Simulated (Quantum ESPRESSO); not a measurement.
# Hf6AuMo: input and log of a self-consistent run

A calculation, not a measurement. The program is pw.x of Quantum ESPRESSO 7.5 (plane-wave density functional theory). The cell is made up: eight metal atoms on a hexagonal close-packed lattice, with elements, volume, strain and displacements drawn at random and not relaxed, so it may be unstable or far from any real phase. PseudoDojo standard norm-conserving files set the functional (PBE unless stated); there is no spin polarisation or spin-orbit coupling, the Fermi-Dirac width of 0.25 eV means electrons at about 2900 K, and the masses in the input are unused placeholders. Heavy elements are run without spin-orbit coupling, which real alloys of them have. A spin test at this wide smearing found no moment, but such smearing suppresses magnetism that the real alloy may have.

Input:

```
&control calculation='scf', pseudo_dir='./dojo.nc.sr.pbe.v0_5.standard.upf', outdir='./o', disk_io='minimal', tprnfor=.true., tstress=.true. /
&system ibrav=0, nat=8, ntyp=3, nbnd=70, ecutwfc=84.00895049, nosym=.true., tot_charge=0,
 occupations='smearing', smearing='fd', degauss=0.0183746611
/
&electrons conv_thr=1.470e-08, electron_maxstep=70, mixing_beta=0.5 /
ATOMIC_SPECIES
Au 1.0 Au.upf
Hf 1.0 Hf.upf
Mo 1.0 Mo.upf
CELL_PARAMETERS angstrom
4.8721 -2.7235 -0.0781
-3.2213 -0.0949 -4.9936
3.3099 5.5541 0.0484
ATOMIC_POSITIONS angstrom
Hf -0.0225 -0.0126 -0.0051
Hf 1.6652 2.7856 0.0014
Hf 0.0135 1.8801 -2.4907
Hf 1.6517 4.5621 -2.4942
Au 3.2919 0.0678 -0.081
Hf 4.9163 2.7996 0.0237
Hf 1.6264 -0.956 -2.5591
Mo 3.3288 1.863 -2.5096
K_POINTS automatic
5 5 4 1 1 1
```

The log is shortened where brackets say so; the opening notice, blank lines, dates and the lines on written files are dropped, and the path of the files is cut. It prints rydbergs, bohrs and kilobars, and counts compression as positive stress. Its total energy is the free energy E - TS of the whole cell.

```
     Program PWSCF v.7.5
     Parallel version (MPI & OpenMP), running on       4 processor cores
     Number of MPI processes:                 4
     Threads/MPI process:                     1
     [start-up lines left out]
     bravais-lattice index     =            0
     lattice parameter (alat)  =      10.5488  a.u.
     unit-cell volume          =    1221.9083 (a.u.)^3
     number of atoms/cell      =            8
     number of atomic types    =            3
     number of electrons       =       105.00
     number of Kohn-Sham states=           70
     kinetic-energy cutoff     =      84.0090  Ry
     charge density cutoff     =     336.0358  Ry
     scf convergence threshold =      1.5E-08
     mixing beta               =       0.5000
     number of iterations used =            8  plain     mixing
     Exchange-correlation= PBE
                           (   1   4   3   4   0   0   0)
     [axes and pseudopotential details left out]
   Cartesian axes
     site n.     atom                  positions (alat units)
         1        Hf     tau(   1) = (  -0.0040307  -0.0022572  -0.0009136  )
         2        Hf     tau(   2) = (   0.2983056   0.4990151   0.0002508  )
         3        Hf     tau(   3) = (   0.0024184   0.3368029  -0.4461864  )
         4        Hf     tau(   4) = (   0.2958871   0.8172590  -0.4468134  )
         5        Au     tau(   5) = (   0.5897142   0.0121458  -0.0145104  )
         6        Hf     tau(   6) = (   0.8807108   0.5015231   0.0042456  )
         7        Hf     tau(   7) = (   0.2913549  -0.1712588  -0.4584397  )
         8        Mo     tau(   8) = (   0.5963245   0.3337396  -0.4495722  )
     number of k points=    50  Fermi-Dirac smearing, width (Ry)=  0.0184
                       cart. coord. in units 2pi/alat
        k(    1) = (   0.1369412   0.0457754  -0.2009957), wk =   0.0400000
        k(    2) = (   0.2417041   0.2352281  -0.2721772), wk =   0.0400000
     [further k points left out]
     Dense  grid:   127091 G-vectors     FFT dimensions: (  64,  72,  72)
     Estimated max dynamical RAM per process >     457.56 MB
     Estimated total dynamical RAM >       1.70 GB
     Initial potential from superposition of free atoms
     starting charge     104.9873, renormalised to     105.0000
     Starting wfcs are   80 randomized atomic wfcs
     total cpu time spent up to now is       10.7 secs
     per-process dynamical memory:   368.3 Mb
     Self-consistent Calculation
     iteration #  1     ecut=    84.01 Ry     beta= 0.50
     Davidson diagonalization with overlap
     ethr =  1.00E-02,  avg # of iterations =  2.7
     total cpu time spent up to now is       34.3 secs
     total energy              =   -1113.10531364 Ry
     estimated scf accuracy    <       1.57290966 Ry
     iteration #  2     ecut=    84.01 Ry     beta= 0.50
     Davidson diagonalization with overlap
     ethr =  1.50E-03,  avg # of iterations =  3.7
     total cpu time spent up to now is       61.7 secs
     total energy              =   -1112.92555503 Ry
     estimated scf accuracy    <      10.00858858 Ry
     iteration #  3     ecut=    84.01 Ry     beta= 0.50
     Davidson diagonalization with overlap
     ethr =  1.50E-03,  avg # of iterations =  2.3
     total cpu time spent up to now is       84.3 secs
     total energy              =   -1113.75174689 Ry
     estimated scf accuracy    <       2.24922734 Ry
     iteration #  4     ecut=    84.01 Ry     beta= 0.50
     Davidson diagonalization with overlap
     ethr =  1.50E-03,  avg # of iterations =  1.1
     total cpu time spent up to now is      103.4 secs
     total energy              =   -1113.92100482 Ry
     estimated scf accuracy    <       0.13492083 Ry
     iteration #  5     ecut=    84.01 Ry     beta= 0.50
     Davidson diagonalization with overlap
     ethr =  1.28E-04,  avg # of iterations =  2.0
     total cpu time spent up to now is      125.4 secs
     total energy              =   -1113.93249366 Ry
     estimated scf accuracy    <       0.03420318 Ry
     [iterations 6 to 13 left out]
     iteration # 14     ecut=    84.01 Ry     beta= 0.50
     Davidson diagonalization with overlap
     ethr =  3.33E-09,  avg # of iterations =  2.5
     total cpu time spent up to now is      338.6 secs
     total energy              =   -1113.94260346 Ry
     estimated scf accuracy    <       0.00000101 Ry
     iteration # 15     ecut=    84.01 Ry     beta= 0.50
     Davidson diagonalization with overlap
     ethr =  9.60E-10,  avg # of iterations =  2.5
     total cpu time spent up to now is      360.8 secs
     total energy              =   -1113.94260358 Ry
     estimated scf accuracy    <       0.00000038 Ry
     iteration # 16     ecut=    84.01 Ry     beta= 0.50
     Davidson diagonalization with overlap
     ethr =  3.61E-10,  avg # of iterations =  2.0
     total cpu time spent up to now is      381.7 secs
     total energy              =   -1113.94260362 Ry
     estimated scf accuracy    <       0.00000003 Ry
     iteration # 17     ecut=    84.01 Ry     beta= 0.50
     Davidson diagonalization with overlap
     ethr =  2.49E-11,  avg # of iterations =  5.0
     total cpu time spent up to now is      408.7 secs
     total energy              =   -1113.94260363 Ry
     estimated scf accuracy    <       0.00000003 Ry
     iteration # 18     ecut=    84.01 Ry     beta= 0.50
     Davidson diagonalization with overlap
     ethr =  2.42E-11,  avg # of iterations =  2.0
     total cpu time spent up to now is      429.6 secs
     End of self-consistent calculation
     [lines on levels left out]
!    total energy              =   -1113.94260363 Ry
     estimated scf accuracy    <          2.8E-09 Ry
     smearing contrib. (-TS)   =      -0.15400723 Ry
     internal energy E=F+TS    =   -1113.78859640 Ry
     The total energy is F=E-TS. E is the sum of the following terms:
     one-electron contribution =    -302.38937377 Ry
     hartree contribution      =     185.85900987 Ry
     xc contribution           =    -243.14695923 Ry
     ewald contribution        =    -754.11127327 Ry
     convergence has been achieved in  18 iterations
     Forces acting on atoms (cartesian axes, Ry/au):
     atom    1 type  2   force =    -0.01891530    0.00439437   -0.00540221
     atom    2 type  2   force =    -0.00179133   -0.00833958    0.01042409
     atom    3 type  2   force =    -0.00944971    0.00020278    0.00045989
     atom    4 type  2   force =     0.02005335    0.00480052   -0.00126228
     atom    5 type  1   force =    -0.00374526   -0.00161960    0.00441339
     atom    6 type  2   force =     0.02325097   -0.02958215   -0.01327015
     atom    7 type  2   force =    -0.01010397    0.01823298    0.00621358
     atom    8 type  3   force =     0.00070126    0.01191069   -0.00157632
     Total force =     0.057879     Total SCF correction =     0.000162
     Computing stress (Cartesian axis) and pressure
          total   stress  (Ry/bohr**3)                   (kbar)     P=      -80.88
  -0.00070615  -0.00003529  -0.00001080         -103.88       -5.19       -1.59
  -0.00003529  -0.00059734  -0.00010219           -5.19      -87.87      -15.03
  -0.00001080  -0.00010219  -0.00034593           -1.59      -15.03      -50.89
     init_run     :     10.12s CPU     10.60s WALL (       1 calls)
     electrons    :    408.95s CPU    418.94s WALL (       1 calls)
     forces       :      3.72s CPU      3.80s WALL (       1 calls)
     stress       :     12.69s CPU     13.10s WALL (       1 calls)
     [timing details left out]
     PWSCF        :   7m15.59s CPU   7m26.65s WALL
     JOB DONE.
```

In other units: free energy -15155.961 eV for the cell, pressure -8.09 GPa, largest force component 0.761 eV/Å in size. The run took 448 s of wall time with four MPI processes on a shared machine (AMD EPYC, older, virtual cores), so the time is rough. A rerun of this cell at a higher cutoff and on a denser mesh moved values by no more than 0.003 eV in energy, 0.02 GPa in stress and 0.003 eV/Å in force, and a second program with other atomic files agreed on that cell to 2 % rms in force and 0.5 GPa in pressure.